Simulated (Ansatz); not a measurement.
Profile along the Ce–O line in CeO2 (fluorite)

CeO$_{2}$ (fluorite)

```cif
data_Ce4O8
_chemical_formula_sum 'Ce4 O8'
_space_group_name_H-M_alt 'Fm-3m'
_space_group_IT_number 225
_space_group_name_Hall '-F 4 2 3'
_cell_length_a 5.43791
_cell_length_b 5.43791
_cell_length_c 5.43791
_cell_angle_alpha 90.000
_cell_angle_beta 90.000
_cell_angle_gamma 90.000
loop_
_atom_site_label
_atom_site_type_symbol
_atom_site_symmetry_multiplicity
_atom_site_Wyckoff_symbol
_atom_site_fract_x
_atom_site_fract_y
_atom_site_fract_z
_atom_site_occupancy
Ce1 Ce 4 a 0.00000 0.00000 0.00000 1
O1 O 8 c 0.25000 0.25000 0.25000 1
```
(The calculation used a cell of 3 atoms; values per cell refer to that cell.)

Fields along a shortest Ce–O line of a {110} plane (2.35 Å), from Ce to O, interpolated on the slice's grid (step about 0.2 Å). All values below come from r2SCAN (plane waves to 500 eV, PAW, scalar-relativistic; Ansatz, an electronic-structure program). k mesh 11×11×11. These are valence fields of a PAW run, semicore shells included where kept as valence: close to a nucleus they are smooth pseudo fields. CeO2 is run without spin polarisation. CeO2 was relaxed with its symmetry unable to fall. The PAW data are Ansatz's earlier set. The filling of the f shell was not checked against other fillings, so treat energies with care.

```csv
distance from Ce (Å),valence electron density (e/Å³),electron localisation function
0.00,1.77,x
0.24,1.97,x
0.47,2.26,x
0.71,1.83,0.82
0.94,1.01,0.71
1.18,0.52,0.28
1.41,0.55,0.39
1.65,1.24,0.79
1.88,3.39,x
2.12,6.91,x
2.35,8.64,x
```

x: too close to a nucleus for the ELF to mean much.

Density on the Ce–O line (2.35 Å) at its density minimum, 1.3 Å from Ce: 0.47 e/Å³. ELF at that point: 0.2.
